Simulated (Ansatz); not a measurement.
AlAs (zinc blende, F-43m), LDA in the plane-wave PAW code Ansatz. The conduction-band minimum lies at X, with 3 equivalent valleys. Second derivatives d²E/dk² of the lowest band at one valley (eV·Å²), along Cartesian directions:

```json
[
 {"direction": "[100]", "d²E/dk²": "9.259"},
 {"direction": "[010]", "d²E/dk²": "32.72"},
 {"direction": "[001]", "d²E/dk²": "32.72"},
 {"direction": "[110]", "d²E/dk²": "21.00"},
 {"direction": "[101]", "d²E/dk²": "21.00"},
 {"direction": "[011]", "d²E/dk²": "32.62"}
]
```

Question: Find the principal effective masses, the density-of-states mass and the conductivity mass.

Answer: Off-diagonal terms follow from H_xy = H[110] − (H_xx + H_yy)/2, and m*/mₑ = 7.620 eV·Å² over each eigenvalue: 0.23, 0.23, 0.82. One valley's DOS mass (m₁m₂m₃)^(1/3) = 0.35, conductivity mass 3/(Σ 1/mᵢ) = 0.31 mₑ.

Question: What effective density of states Nc follows at 300 K for parabolic valleys?

Answer: Nc = 2.509e19 × 3 × (0.35)^(3/2) ≈ 1.6e19 cm⁻³.

Question: With the computed static dielectric constant 11.4 (mean of the diagonal), estimate a hydrogenic donor's binding energy and radius.

Answer: E = 13.606 eV × 0.31/11.4² ≈ 32 meV; a = 0.529 Å × ε/m* ≈ 19 Å. Semilocal masses tend to be too small where the gap is.

Question: With ε∞ = 9.44 and ω_LO = 395 cm⁻¹, what Fröhlich coupling constant follows?

Answer: α = (1/ε∞ − 1/ε0) √(m* × 13.606 eV/ħω_LO) = 0.17.

Symmetry was held in the LDA relaxation; phonons on a q-mesh show no instability. Spin–orbit coupling is left out wherever it is not named.

Potentials: the earlier of the program's two PAW sets.
